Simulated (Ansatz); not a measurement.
AlSn₂Sb:
Space group R3m, hexagonal axes (No. 160); a = 4.583 Å, b = 4.583 Å, c = 22.225 Å, α = 90.00°, β = 90.00°, γ = 120.00°

| atom | site | symmetry | x | y | z |
|---|---|---|---|---|---|
| Al | 3a | 3m | 0.0000 | 0.0000 | 0.9916 |
| Sb | 3a | 3m | 0.0000 | 0.0000 | 0.1158 |
| Sn | 3a | 3m | 0.0000 | 0.0000 | 0.5063 |
| Sn | 3a | 3m | 0.0000 | 0.0000 | 0.6363 |
(The calculation used a cell of 4 atoms; values per cell refer to that cell.)

Relaxed at zero pressure with DFT-PBE in the program Ansatz with PAW potentials.

### Question
The volume is lowered by 6 % and shape and atoms relax at that volume. What pressure results, and how do the axes share the change?

### Answer
2.7 GPa; a -1.8 %, b -1.8 %, c -2.4 %; the energy rises by 16 meV/atom.

### Question
Give the new structure.

### Answer

Space group R3m, hexagonal axes (No. 160); a = b = 4.498 Å, c = 21.681 Å, α = β = 90.00°, γ = 120.00°

```json
[
 {"atom": "Al", "site": "3a", "symmetry": "3m", "x": "0.0000", "y": "0.0000", "z": "0.9905"},
 {"atom": "Sb", "site": "3a", "symmetry": "3m", "x": "0.0000", "y": "0.0000", "z": "0.1155"},
 {"atom": "Sn", "site": "3a", "symmetry": "3m", "x": "0.0000", "y": "0.0000", "z": "0.5067"},
 {"atom": "Sn", "site": "3a", "symmetry": "3m", "x": "0.0000", "y": "0.0000", "z": "0.6373"}
]
```

The phase is kept; no other phase was compared at this pressure.

The start of the workflow was typed in or built on a structure type; neither database checked (COD, Materials Project) lists it. Whether it is the stable phase at ambient conditions was not checked. The cell was relaxed with PBE under the symmetry of its start; whether a distortion lowers the energy is not shown. The volume moved by 37 % from the start of the relaxation. Spin–orbit coupling is left out wherever it is not named.

Potentials: the earlier of the program's two PAW sets.
